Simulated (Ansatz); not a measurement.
Starting cell, In2Ge2O7 (space group C2/m):

```
CELL_PARAMETERS angstrom
      3.29422    -4.38064     0.00000
      3.29422     4.38064     0.00000
     -1.01498     0.00000     4.80942
ATOMIC_POSITIONS crystal
  In 0.30636 0.69364 0.00000
  In 0.69364 0.30636 0.00000
  Ge 0.76204 0.76204 0.59308
  Ge 0.23796 0.23796 0.40692
  O  0.40849 0.07374 0.21293
  O  0.59151 0.92626 0.78707
  O  0.92626 0.59151 0.78707
  O  0.07374 0.40849 0.21293
  O  0.00000 0.00000 0.50000
  O  0.41397 0.41397 0.72729
  O  0.58603 0.58603 0.27271
```

A phonon eigenvector at Γ is frozen into this cell: atom i moves by Q times the vector below, so Q is the largest atomic displacement, in Å. The cell is held.

```tsv
atom	x	y	z
In1	0.000	0.194	0.000
In2	0.000	-0.194	0.000
Ge3	0.726	0.000	0.052
Ge4	-0.726	0.000	-0.052
O5	-0.778	-0.284	0.383
O6	0.778	0.284	-0.383
O7	0.778	-0.284	-0.383
O8	-0.778	0.284	0.383
O10	0.844	0.000	-0.537
O11	-0.844	0.000	0.537
```

Atoms not listed stay in place.

The numbers are results of LDA (plane waves to 420 eV, PAW, scalar-relativistic; Ansatz, a first-principles code), not measurements. k mesh 5×5×6 (Γ-centred), Fermi-Dirac smearing 0.05 eV. Energies are smeared free energies. In2Ge2O7 was relaxed with its symmetry unable to fall. ΔE is measured from the undisplaced structure.

```tsv
Q (Å)	ΔE (meV/cell)
-0.180	1319
-0.120	596
-0.060	153
0.000	0
0.060	162
0.120	667
0.180	1554
```

Q: Which DFPT wavenumber at Γ belongs to this mode?
A) 372 cm⁻¹
B) 785 cm⁻¹
C) 176 cm⁻¹
D) 1005 cm⁻¹

A: A, 372 cm⁻¹. The curvature of the scan gives 372 cm⁻¹

(A displaced cell: forces are minus the slopes of the energy, force constants its curvatures, and phonons follow from these.)
